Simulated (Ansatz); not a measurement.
Computed with DFT PBE, scalar-relativistic, plane waves, PAW (Ansatz 0.2.0). Settings: cutoff 420 eV, Γ-centred meshes spaced at most about 0.3 Å⁻¹, and about 0.25 Å⁻¹ or finer for metals (2π included), Gaussian smearing. No spin polarisation in the final relaxations.

All energies are static (0 K, no zero-point motion).

Two relaxed structures of Be2P:

A.

```yaml
crystal:
  lattice:
    - [1.71634, 0.99093, 7.41333]
    - [-1.71634, 0.99093, 7.41333]
    - [0.00000, -1.98186, 7.41333]
  atoms:
    - { symbol: Be, position: [0.86050, 0.86050, 0.86050] }
    - { symbol: Be, position: [0.04681, 0.04681, 0.04681] }
    - { symbol: Be, position: [0.13936, 0.13936, 0.13936] }
    - { symbol: Be, position: [0.95206, 0.95206, 0.95206] }
    - { symbol: P, position: [0.23865, 0.23865, 0.23865] }
    - { symbol: P, position: [0.42643, 0.42643, 0.42643] }
```

B.

```yaml
crystal:
  lattice:
    - [3.40223, 0.00000, 0.00000]
    - [-1.70111, 2.94642, 0.00000]
    - [0.00000, 0.00000, 4.22097]
  atoms:
    - { symbol: Be, position: [0.00000, 0.00000, 0.76540] }
    - { symbol: Be, position: [0.00000, 0.00000, 0.23460] }
    - { symbol: P, position: [0.33333, 0.66667, 0.00000] }
```

Task: Which form is favoured at zero pressure, and by what margin per atom?

Result: A is lower, by 156 meV/atom. A has space group R3m (No. 160), 12.6 Å³/atom and no gap on its mesh; B has space group P-6m2 (No. 187), 14.1 Å³/atom and no gap. Counting P atoms around Be (those within 1.25 times the shortest such distance or 1.15 times the sum of covalent radii; a slash parts the counts of unlike sites), A has Be 3/4 and B has Be 3. The denser one is the lower, and pressure would at first widen the difference. Even the lower one lies +0.08 eV/atom against the reference forms of the elements (uncorrected), so neither is stable at this level. Both come from invented guesses.

In P-6m2 an odd number of electrons in the primitive cell allows no gap without spin; a larger cell or a magnetic state could open one. A magnetic state wasn't ruled out in cells without spin, among them P-6m2. Cells relaxed within their symmetry can be saddle points. The R3m cell of Be2P came from shaking the P-6m2 one.
